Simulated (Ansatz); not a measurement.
## WSe₂: do energies and stresses tell the same story?

Method: DFT PBEsol, scalar-relativistic, plane waves, PAW in Ansatz 0.2.0.

Cutoff 420 eV; k points 12×12×1 on the computed 12-atom cell (Γ-centred); Gaussian smearing, width 0.02 eV; no spin polarisation.

Relaxed cell: P-3m1, a = 3.271 Å, b = 3.271 Å, c = 35.773 Å, α = 90.00°, β = 90.00°, γ = 120.00°, 12 atoms in the primitive cell. This form isn't the usual stable structure of the compound.

Energies at zero smearing and pressures from the stress tensor, at volumes with shape and atoms relaxed:
```tsv
V (Å³/atom)	E − E(first) (meV/atom)	P (GPa)
24.306	0.00	0.009
25.135	0.00	0.009
25.963	0.00	0.010
26.792	0.00	0.007
27.620	0.00	-0.001
28.449	0.00	-0.004
29.278	0.00	-0.002
30.382	0.00	0.000
```

Task: Check P = −dE/dV between neighbouring volumes, and get the bulk modulus from the pressures alone.

Result: With 1 eV/Å³ = 160.2 GPa:
```json
{"middle V (Å³/atom)": "24.720", "−ΔE/ΔV (GPa)": "0.000", "mean P (GPa)": "0.009"}
{"middle V (Å³/atom)": "25.549", "−ΔE/ΔV (GPa)": "0.000", "mean P (GPa)": "0.010"}
{"middle V (Å³/atom)": "26.377", "−ΔE/ΔV (GPa)": "0.001", "mean P (GPa)": "0.009"}
{"middle V (Å³/atom)": "27.206", "−ΔE/ΔV (GPa)": "0.000", "mean P (GPa)": "0.003"}
{"middle V (Å³/atom)": "28.035", "−ΔE/ΔV (GPa)": "0.000", "mean P (GPa)": "-0.002"}
{"middle V (Å³/atom)": "28.863", "−ΔE/ΔV (GPa)": "0.000", "mean P (GPa)": "-0.003"}
{"middle V (Å³/atom)": "29.830", "−ΔE/ΔV (GPa)": "0.000", "mean P (GPa)": "-0.001"}
```

The two differ by 0.010 GPa at most. The mean of two end pressures misses the average over a step by about ΔV² P″/12, up to 0.001 GPa here; with that taken off 0.011 GPa remains, from the finite cutoff, the mesh or the relaxation's tolerance. Around V = 29.278 Å³/atom, the two neighbours give B = −V ΔP/ΔV = 29.278 × -0.004 / 1.933 = -0.1 GPa, against B0 = 0.0 GPa from the Birch–Murnaghan fit of the energies, which describes these points poorly (B0' = -6.7).

Spin–orbit coupling is left out, which can shift energies with elements as heavy as these. The cell holds layers, and where no dispersion correction was added their binding is poorly described.